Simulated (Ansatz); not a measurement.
## BiTe: Field gradients at the nuclei

The cell is a structure deposited in the COD, atoms as given.

```cif
data_BiTe
_symmetry_space_group_name_H-M 'P-3m1'
_symmetry_Int_Tables_number 164
_cell_length_a 4.4220
_cell_length_b 4.4220
_cell_length_c 24.0500
_cell_angle_alpha 90.000
_cell_angle_beta 90.000
_cell_angle_gamma 120.000
loop_
_atom_site_label
_atom_site_type_symbol
_atom_site_symmetry_multiplicity
_atom_site_Wyckoff_symbol
_atom_site_fract_x
_atom_site_fract_y
_atom_site_fract_z
Bi1 Bi 2 c 0.0000 0.0000 0.1252
Bi3 Bi 2 d 0.3333 0.6667 0.2922
Bi5 Bi 2 d 0.6667 0.3333 0.4593
Te7 Te 2 d 0.3333 0.6667 0.0530
Te9 Te 2 d 0.6667 0.3333 0.2111
Te11 Te 2 c 0.0000 0.0000 0.3631
```

One atom of each set is listed.

Level of theory: DFT, PBE, plane waves and PAW (field gradients read without the response of the frozen cores, which leaves them typically 4 to 6 % off), scalar-relativistic, 420 eV cutoff, Γ-centred 8×8×2 k-points, Fermi–Dirac smearing 0.05 eV (Ansatz 0.2.0).

Conventions: |V_zz| ≥ |V_yy| ≥ |V_xx|, η = (V_xx − V_yy)/V_zz, C_Q = eQV_zz/h.

²⁰⁹Bi: I = 9/2, Q = -516.0 mb. Nuclear quadrupole moments: year-2017 set (Pyykkö).

| site | atoms | first shell | V_xx, V_yy, V_zz (10²¹ V/m²) | η | C_Q (MHz) |
| --- | --- | --- | --- | --- | --- |
| Bi1 | 2 | 6 Te at 3.09–3.28 Å | -0.64, -0.64, 1.28 | 0.00 | -15.9 |
| Bi3 | 2 | 6 Te at 3.07–3.21 Å | -1.05, -1.05, 2.10 | 0.00 | -26.2 |
| Bi5 | 2 | 3 Bi at 3.22 Å, 3 Te at 3.45 Å | -6.16, -6.16, 12.32 | 0.00 | -154 |
| Te7 | 2 | 3 Bi at 3.09 Å, 3 Te at 3.61 Å | 0.11, 0.11, -0.21 | 0.00 | – |
| Te9 | 2 | 6 Bi at 3.21–3.28 Å | -3.87, -3.87, 7.75 | 0.00 | – |
| Te11 | 2 | 6 Bi at 3.07–3.45 Å | -0.14, -0.14, 0.29 | 0.00 | – |

An axis of threefold or higher order runs through Bi1, Bi3, Bi5, Te7, Te9 and Te11, so V_zz lies along it and η is zero.

Te has no stable isotope with a ground-state quadrupole moment in the table, so no C_Q is given.

The largest force is 1.3 eV/Å, so the atoms aren't at the calculated equilibrium and relaxing them would move these values. The run finds no gap above 0.1 eV (a metal, or nearly one), so the gradients can move by 10 % or more with the k-mesh. Spin–orbit coupling is left out, which shifts gradients on Bi by a few per cent in wide-gap crystals, and can shift them far more where the calculated gap is small or absent, as here.

The run took 57 s of wall time (57 s of CPU time) and 1.1 GiB at its peak, on 1 thread of Intel Xeon 6975P-C (Granite Rapids) (x86_64; 8 cores open to the job, memory cap 3.0 GiB, no GPU), a shared host with a load of 0.6 a core.
